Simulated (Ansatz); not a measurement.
Hf:
```yaml
crystal:
  lattice:
    - [3.19810, 0.00000, 0.00000]
    - [-1.59905, 2.76963, 0.00000]
    - [0.00000, 0.00000, 5.04567]
  atoms:
    - { symbol: Hf, position: [0.33333, 0.66667, 0.75000] }
    - { symbol: Hf, position: [0.66667, 0.33333, 0.25000] }
```

Relaxed with r²SCAN. Special points in fractions of this cell's reciprocal vectors: Γ (0.000, 0.000, 0.000); M (0.500, 0.000, 0.000); K (0.333, 0.333, 0.000); A (0.000, 0.000, 0.500); L (0.500, 0.000, 0.500); H (0.333, 0.333, 0.500).

Problem. List the band energies nearest the Fermi level at these points for r²SCAN (plane waves, PAW; program Ansatz).

Solution. In eV from the Fermi level; about four levels below and three above (degenerate sets whole), none deeper than 8.9 eV; points with the same levels are listed once.

| k | below | above |
|---|---|---|
| Γ | -7.77 -3.87 | 0.45 1.29 1.29 |
| M | -3.52 -2.89 -2.35 -1.02 | 0.92 0.93 1.81 |
| K | -2.22 -1.98 -1.98 -1.61 | 0.42 0.42 2.23 |
| A | -5.69 -5.69 | 0.14 0.14 1.18 1.18 1.18 1.18 |
| L | -3.55 -3.55 -1.04 -1.04 | 1.10 1.10 2.85 2.85 |
| H | -1.60 -1.60 -0.35 -0.35 | 2.76 2.76 5.31 5.31 |

Space group P6_3/mmc (hcp (Mg type)). Symmetry was held in the r²SCAN relaxation. The run is not spin-polarised. Spin–orbit coupling is left out wherever it is not named.

Potentials: the later of the program's two PAW sets.
